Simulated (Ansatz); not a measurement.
## What DFT gives for CsLaTl

```
La Tl Cs
1.0
     8.85503    0.00000    0.00000
    -4.42751    7.66868    0.00000
     0.00000    0.00000    5.41570
La Tl Cs
3 3 3
Direct
  0.42374 0.00000 0.00000
  0.57626 0.57626 0.00000
  0.00000 0.42374 0.00000
  0.75520 0.00000 0.50000
  0.24480 0.24480 0.50000
  0.00000 0.75520 0.50000
  0.00000 0.00000 0.00000
  0.66670 0.33330 0.50000
  0.33330 0.66670 0.50000
```

The numbers come from plane-wave PAW DFT (Ansatz): LDA, no spin polarisation, 420 eV, 5×5×6 Γ-centred k points, gaussian occupations (width 0.1756 eV). Nothing was relaxed.

Question: Where is the largest force?

Answer: The largest is on La1 (and as large on other atoms): 0.10 eV/Å, components (0.10, 0.00, 0.00). It makes 180° with the line to a nearest neighbour, Cs7 at 3.75 Å, pointing away from it.

Question: What does the stress say?

Answer: The pressure is -2.9 GPa (compression positive), so with the atoms held at these fractions the cell would first shrink. The principal stresses -3.4, -3.4, -2.0 GPa differ, so its shape would change too.

Question: Give the Bader charges.

Answer: Bader charges in e: Cs +0.13 to +0.39, La +0.61, Tl -0.83. In the mean La gives up most and Tl takes most.

Question: Metal or insulator?

Answer: It is a metal, with about 12 states/eV a cell as the mean within 0.25 eV of the Fermi level, mostly La d (52 %) and Tl p (21 %).

Origin: a known structure type with other elements, at an estimated volume, so it need not be a known compound. Caveats: many states at the Fermi level without spin polarisation, so a magnetic state may lie lower; wide smearing; f levels without a U or exact exchange are poorly placed.
